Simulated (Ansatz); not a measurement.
The relaxed structure here is a generated cell of GaPt: the first start was made by placing the elements on the sites of a structure type, and the end was not matched to a known phase here, so it may be hypothetical.

One starting cell of GaPt (a generated cell, GaPt placed in the CoSn-191 structure type) was relaxed twice with Ansatz (plane waves, PAW, scalar-relativistic): with PBEsol at 420 eV and with PBE at 420 eV. The PBEsol result:

```yaml
crystal:
  lattice:
    - [5.36676, 0.00000, 0.00000]
    - [-2.68338, 4.64775, 0.00000]
    - [0.00000, 0.00000, 4.19764]
  atoms:
    - { symbol: Pt, position: [0.00000, 0.50000, 0.00000] }
    - { symbol: Pt, position: [0.50000, 0.00000, 0.00000] }
    - { symbol: Pt, position: [0.50000, 0.50000, 0.00000] }
    - { symbol: Ga, position: [0.66667, 0.33333, 0.50000] }
    - { symbol: Ga, position: [0.33333, 0.66667, 0.50000] }
    - { symbol: Ga, position: [0.00000, 0.00000, 0.00000] }
```

```
quantity                          PBEsol     PBE
--------------------------------  ------  ------
space group                       P6/mmm  P6/mmm
volume (Å³/atom)                   17.45     ___
a (Å)                              5.367     ___
c (Å)                              4.198     ___
gap (eV, no spin-orbit coupling)    0.00     ___
```

**Question.** Fill in the PBE column.

**Answer.** 
- volume (Å³/atom), PBE: 18.18
- a (Å), PBE: 5.439
- c (Å), PBE: 4.257
- gap (eV, no spin-orbit coupling), PBE: 0.00

Both levels end in the same structure; PBE's volume is 4.2 % larger. Neither column is exact.

No spin polarisation in the result.

The run could not lose the symmetry of its start: the end is stationary, and may be a saddle point rather than a minimum.

All atoms sit on sites fixed by symmetry, so only the cell could relax.

Ansatz is an electronic-structure program.
